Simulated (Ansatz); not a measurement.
Harmonic vibrational thermodynamics of PtS₂ (CdI2 type, space group No. 164) at fixed volume, LDA (plane waves, PAW; program Ansatz). The rows extrapolate the 0 K crystal and know nothing of melting or changes of phase.

```csv
T (K),F_vib (meV/atom),S (J/K per mol of atoms),C_V (J/K per mol of atoms)
50,47.0,1.9,3.8
100,…,…,10.1
200,33.0,16.4,18.6
300,…,24.7,…
400,-17.6,31.1,23.1
600,-92.6,…,…
800,-184.6,47.7,24.4
1000,-289.4,53.2,24.6
```

Question: Fill in the missing entries.

Answer: 
- 100, F_vib (meV/atom): 44.9
- 100, S (J/K per mol of atoms): 6.4
- 600, S (J/K per mol of atoms): 40.7
- 600, C_V (J/K per mol of atoms): 24.1
- 300, C_V (J/K per mol of atoms): 21.7
- 300, F_vib (meV/atom): 11.5

Space group P-3m1 (CdI2 type). The cell was relaxed with LDA under the symmetry of its start; phonons on a q-mesh show no instability. The run is not spin-polarised. A crystal of weakly bound layers computed without a dispersion correction: the cell and the soft elastic constants depend strongly on that. Scalar-relativistic: spin–orbit coupling is off unless named, which matters more the heavier the elements.

Potentials: the later of the program's two PAW sets.
